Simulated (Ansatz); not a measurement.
Input file for Ansatz (an electronic-structure program):

Ansatz 0.2 input:
```yaml
crystal:
  lattice:
    - [4.1195379875, 0.0, 0.0]
    - [-2.0597689938, 3.5676245491, 0.0]
    - [0.0, 0.0, 6.9056950542]
  atoms:
    - { symbol: Ca, position: [0.0, 0.0, 0.0] }
    - { symbol: Zn, position: [0.3333333333, 0.6666666667, 0.6308143485] }
    - { symbol: Zn, position: [0.6666666667, 0.3333333333, 0.3691856515] }
    - { symbol: As, position: [0.3333333333, 0.6666666667, 0.257313363] }
    - { symbol: As, position: [0.6666666667, 0.3333333333, 0.742686637] }
kpoints:
  mp_grid: { grid: [8, 8, 4] }
basis: { xc_grid: 2, fft_grid_basis: typed }
hamiltonian:
  xc: pbesol
  pseudopotentials: { kind: paw }
scf:
  occupations: { method: fixed }
checkpoint: { read: static.run }
output: { write_density: true, elf: true, volumetric_format: npy }
```

Output (shortened):

```
Pseudopotential: Ca, paw, valence charge 10
Pseudopotential: Zn, paw, valence charge 12
Pseudopotential: As, paw, valence charge 15
Functional definition: PBEsol
Crystal: 5 atoms, lattice volume = 101.493 Å³
Basis set: ecut = 420 eV, 1979 PW (Γ), exchange–correlation on 60×60×96 points (8 copies of the dense FFT grid, shifted against one another)
Bands: 39, of which v1, the nominal top of the filled ones, is band 32 counted from 1 (31 counted from 0)
Symmetry: 12 space group operations
Space group: P-3m1 (ITA 164), of the structure as read, at distance tolerance 4.7e-5 Å
k-points: 35 of 256
Stability of the state it starts from, as read at its close in the unpolarized treatment …
iter 1 solved again at ethr=3.64e-7 eV; its pass at ethr=3.10e-3 eV (dr2=2.33e-4 eV) is discarded
SCF iter   1: F=—  HF=-17984.857022 eV  |F-HF|=—  |Δ(HF+E_count)|=         —  Δρ=3.73e-7  dr2=9.72e-11  ethr=3.64e-7  ⟨swp⟩=3.0  Hψ=7883  notcnv=0  defer=173
preconditioner: auto → Resta (q_TF=auto, 2.526 Å⁻¹)
SCF iter   2: F=—  HF=-17984.857020 eV  |F-HF|=—  |Δ(HF+E_count)|=   1.91e-6  Δρ=2.03e-7  dr2=2.42e-11  ethr=1.00e-12  ⟨swp⟩=11.5  Hψ=7799  notcnv=0
SCF iter   3: F=-17984.857020 eV  HF=-17984.857020 eV  |F-HF|=7.28e-12  |Δ(HF+E_count)|=  1.46e-11  Δρ=1.00e-7  dr2=5.94e-12  ethr=1.00e-12  ⟨swp⟩=1.0  Hψ=2790  notcnv=0
SCF 1 converged in 3 iterations: F = -17984.857020 eV  dr2 = 5.94e-12
SCF converged after 3 iterations
Free energy (F): -17984.857020 eV
Harris-Foulkes:  -17984.857020 eV  (|F-HF|=7.28e-12)
Internal energy: -17984.857020 eV  (E = F + TS)
E sigma→0 (E₀):  -17984.857020 eV
Fermi energy:    9.685343 eV
--- Per-component energies (eV) ---
  E_band       = -527.120314
  E_kinetic    = 750.431502
  E_local      = -7852.324467  (includes V_loc(G=0)·N_el)
  E_nonlocal   = -43.394221
  E_hartree    = 3724.053150
  E_xc         = -566.917317
  E_vxc        = -437.020486  (∫ρ·V_xc dr)
  E_paw        = -8003.359695  (= ΣΔE_a)
  E_vpaw       = -392.918222  (= ΣTr[D̂ρ^β])
  E_aug_tail   = -0.000702  (compensation charges beyond the density's cutoff)
  E_ewald      = -5996.991631
  E_core_change = 3.646362  (= ΣΔE_core)
  E_smearing   =  0.000000  (= −TS)
  E_closure    = 0.000000  (closes the sum)
  Σ components = -17984.857020   (vs F -17984.857020, Δ=0.00e0)
  [band-id]    e_kinetic+e_local+e_nonlocal+2·e_hartree+e_vxc+e_vpaw+e_augmentation_tail = -527.120297   (vs E_band -527.120314, Δ=1.72e-5)
--- Band table (eV; the first three rows and the last of 35) ---
  k-point 0: bands = ["-31.1563", "-25.4983", "-25.4983", "-25.4981", "-25.4981", "-25.4893", "-25.4891", "-25.4856", "-25.4856", "-25.4852", "-25.4852", "-12.3316", "-12.2452", "-12.2452", "-2.6918", "-1.4939", "2.0097", "2.0097", "2.0671", "2.0671", …
  k-point 1: bands = ["-31.1563", "-25.4984", "-25.4984", "-25.4980", "-25.4980", "-25.4893", "-25.4891", "-25.4855", "-25.4855", "-25.4852", "-25.4852", "-12.3319", "-12.2452", "-12.2452", "-2.5773", "-1.6677", "2.0058", "2.0058", "2.0692", "2.0692", …
  k-point 2: bands = ["-31.1563", "-25.4984", "-25.4984", "-25.4979", "-25.4979", "-25.4892", "-25.4892", "-25.4854", "-25.4854", "-25.4853", "-25.4853", "-12.3322", "-12.2452", "-12.2452", "-2.3974", "-1.9048", "2.0019", "2.0019", "2.0713", "2.0713", …
  k-point 34: bands = ["-31.1503", "-25.4982", "-25.4979", "-25.4979", "-25.4972", "-25.4886", "-25.4886", "-25.4855", "-25.4853", "-25.4853", "-25.4851", "-12.3209", "-12.3034", "-12.2949", "-1.3513", "-1.2050", "2.1370", "2.1414", "2.1448", "2.2089", …
```

Cost: about 8 core-seconds (a rough figure) on shared cores.

The workflow started from a Materials Project entry (that database holds measured and hypothetical structures alike); the Crystallography Open Database files this formula in space group No. 164, but the cells were not matched. Whether it is the stable phase at ambient conditions was not checked. The PBEsol relaxation kept the symmetry of its start; its stability against distortions is not shown here. Scalar-relativistic: spin–orbit coupling is off unless named, which matters more the heavier the elements.

Potentials: the later of the program's two PAW sets.

Ansatz is a plane-wave DFT program.
